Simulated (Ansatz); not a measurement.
# Ge: single point with Ansatz

System: Ge (diamond type), 2 atoms in the cell.

Ansatz input (lattice in Å, positions in fractions of it)
```yaml
crystal:
  lattice:
    - [0, 2.88, 2.88]
    - [2.88, 0, 2.88]
    - [2.88, 2.88, 0]
  atoms:
    - { symbol: Ge, position: [0, 0, 0] }
    - { symbol: Ge, position: [0.25, 0.25, 0.25] }
kpoints:
  mp_grid: { grid: [6, 6, 6] }
hamiltonian:
  xc: hse06
  pseudopotentials:
    kind: all_electron
    relativity: scalar
    datasets: crystal
    dataset_attempts: all
    nuclear_model: point
scf:
  occupations: { method: fermi_dirac, width: 0.02 }
  convergence: { dr2_threshold: "1e-9 eV" }
  max_iter: 400
  exx: { singularity: regularized }
  lower_state_search: "off"
output:
  forces: true
  stress: true
```

These are results of HSE06, plane waves, all-electron PAW datasets generated for the crystal, point nucleus (Ansatz), not measurements.

Results

* Plane-wave cutoff used: 310 eV
* Pressure: -2.67 GPa
* Smearing term TS: 0.0 meV/atom
* Valence electrons: 28
* Irreducible k-points: 16
* CPU time: roughly 4 core-minutes on a shared host

Stress tensor in GPa, compression positive:
```
-2.67  0.00  0.00
 0.00 -2.67  0.00
 0.00  0.00 -2.67
```

The stress includes the program's correction for the finite plane-wave basis.
